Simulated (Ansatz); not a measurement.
SbI$_{3}$ in space group R-3 (No. 148; Sb on 6c, I on 18f) at seven volumes, LDA in the plane-wave PAW code Ansatz, shape and atoms relaxed at each. One row is withheld.

```
V (Å³/atom)  P (GPa)
-----------  -------
34.625             ?
35.766          1.19
36.908          0.50
38.049          0.00
39.191         -0.38
40.332         -0.68
41.474         -0.84
```

Q: Fit the shown pressures and predict the withheld one.

A: Third-order Birch–Murnaghan: P = (3/2)B₀(x^(7/2) − x^(5/2))[1 + (3/4)(B′ − 4)(x − 1)] with x = (V₀/V)^(2/3). Least squares on the six rows gives V₀ = 38.029 Å³/atom, B₀ = 14.80 GPa, B′ = 9.07. At V = 34.625, x = 1.0645 and P = 2.09 GPa. The run itself gave 2.11 GPa.

The first step of the workflow began from a Materials Project structure, measured or hypothetical; the Crystallography Open Database files this formula in space group No. 148, but the cells were not matched. Its standing as an ambient phase is unchecked. The LDA relaxation kept the symmetry of its start; its stability against distortions is not shown here. A crystal of weakly bound layers computed without a dispersion correction: the cell and the soft elastic constants depend strongly on that. Spin–orbit coupling is left out wherever it is not named.

Potentials: the later of the program's two PAW sets.
